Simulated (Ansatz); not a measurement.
Te:
Space group Pmma (No. 51); a = 9.1086 Å, b = 3.1806 Å, c = 4.5223 Å, α = 90.00°, β = 90.00°, γ = 90.00°

| atom | site | symmetry | x | y | z |
|---|---|---|---|---|---|
| Te | 2f | mm2 | 0.2500 | 0.5000 | 0.4557 |
| Te | 2b | .2/m. | 0.0000 | 0.5000 | 0.0000 |

Relaxed at zero pressure with the program Ansatz at the r²SCAN level (PAW).

**Question.** The volume is lowered by 3 % and shape and atoms relax at that volume. What pressure results, and how do the axes share the change?

**Answer.** 1.4 GPa; a -0.8 %, b -0.6 %, c -1.6 %; the energy rises by 4 meV/atom.

**Question.** Give the new structure.

**Answer.** 
Space group Pmma (No. 51); a = 9.034 Å, b = 3.161 Å, c = 4.450 Å, α = β = γ = 90.00°

```
atom  site  symmetry       x       y       z
----  ----  --------  ------  ------  ------
Te      2f       mm2  0.2500  0.5000  0.4717
Te      2b     .2/m.  0.0000  0.5000  0.0000
```

The phase is kept; no other phase was compared at this pressure.

The first step of the workflow began from a Materials Project structure, measured or hypothetical; the Crystallography Open Database copy checked does not list it. It is not the phase usual at ambient conditions (space group No. 152). The r²SCAN relaxation kept the symmetry of its start; its stability against distortions is not shown here. Scalar-relativistic: spin–orbit coupling is off unless named, which matters more the heavier the elements.

Potentials: the later of the program's two PAW sets.
